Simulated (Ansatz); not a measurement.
ZnSnO$_{3}$:
```xyz
10
Lattice="2.6390 1.5236 4.6703 -2.6390 1.5236 4.6703 0.0000 -3.0473 4.6703" Properties=species:S:1:pos:R:3 pbc="T T T"
Zn     0.0000     0.0000     4.1328
Zn     0.0000     0.0000    11.1383
Sn     0.0000     0.0000     0.1762
Sn     0.0000     0.0000     7.1817
O      1.5977     0.0412     5.8041
O     -0.8346     1.3630     5.8041
O     -0.7631    -1.4043     5.8041
O      0.7631     1.6430     8.1392
O     -1.8045    -0.1606     8.1392
O      1.0414    -1.4824     8.1392
```

Cartesian axes are those of the cell as given.

Problem. Give the proper piezoelectric stress tensor with relaxed ions from DFT-PBEsol in the program Ansatz with PAW potentials.

Solution. In C/m², rows x, y, z, Voigt columns; mesh uncertainty up to 0.00.
```
 0.00   0.00   0.00   0.00  -0.42   0.06
 0.06  -0.06   0.00  -0.42   0.00   0.00
-0.76  -0.76  -0.50   0.00   0.00   0.00
```

The elastic tensor of the same run (GPa):

```
 313   150   122   1.0   0.0   0.0
 150   313   122  -1.0   0.0   0.0
 122   122   249   0.0   0.0   0.0
 1.0  -1.0   0.0  71.0   0.0   0.0
 0.0   0.0   0.0   0.0  71.0   1.0
 0.0   0.0   0.0   0.0   1.0  81.5
```

Problem. Convert to strain constants d = e·S.

Solution. In pC/N:
```
 0.0   0.0   0.0   0.0  -5.9   0.8
 0.4  -0.4   0.0  -5.9   0.0   0.0
-1.5  -1.5  -0.5   0.0   0.0   0.0
```

Space group R3c. Symmetry was held in the PBEsol relaxation. Scalar-relativistic: spin–orbit coupling is off unless named, which matters more the heavier the elements.

Potentials: the later of the program's two PAW sets.
